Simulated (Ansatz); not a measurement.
Relaxed-ion elastic tensor of ZnAu (CsCl type, Pm-3m) in GPa (Voigt order), the program Ansatz at the PBEsol level (PAW); density 14.23 g/cm³, 15.31 Å³ per atom.

```
     1    2    3     4     5     6
-  ---  ---  ---  ----  ----  ----
1  151  139  139   0.0   0.0   0.0
2  139  151  139   0.0   0.0   0.0
3  139  139  151   0.0   0.0   0.0
4  0.0  0.0  0.0  57.8   0.0   0.0
5  0.0  0.0  0.0   0.0  57.8   0.0
6  0.0  0.0  0.0   0.0   0.0  57.8
```

Is the crystal mechanically stable?

Yes: the smallest eigenvalue of C is 12.5 GPa.

Work out the Voigt, Reuss and Hill averages.

K_V = 143, K_R = 143, K_H = 143; G_V = 37.2, G_R = 13.4, G_H = 25.3 GPa.

Give Young's modulus, Poisson's ratio, Pugh's ratio and the universal anisotropy index.

E = 9KG/(3K + G) = 71.6 GPa; ν = 0.42; K/G = 5.64 (ductile by the Pugh limit of 1.75); A_U = 5G_V/G_R + K_V/K_R − 6 = 8.86.

Estimate the sound speeds and the Debye temperature.

v_l = √((K + 4G/3)/ρ) = 3520 m/s, v_t = √(G/ρ) = 1330 m/s, mean 1510 m/s; Θ = (h/k)(3n/4πV)^(1/3) v_m = 181 K.

Give the Zener ratio and Young's modulus along [100], [110] and [111].

A = 2C44/(C11 − C12) = 9.28; 1/E = S11 − 2(S11 − S12 − S44/2)Γ with Γ = 0, 1/4, 1/3 gives 18.4, 54.1, 153 GPa.

Solve the Christoffel equation for the three sound speeds along [100], [110], [111].

Eigenvalues of C_ijkl n_j n_l equal ρv². In km/s, slowest first: [100] 2.02, 2.02, 3.26; [110] 0.66, 2.02, 3.77; [111] 1.28, 1.28, 3.93.

The cell was relaxed with PBEsol under the symmetry of its start; of distortions, only those at the zone centre were tested. As this level gives no gap, shear constants depend on the k-mesh and smearing (Fermi–Dirac, 0.1 eV here). Spin–orbit coupling is left out wherever it is not named.

Potentials: the later of the program's two PAW sets.
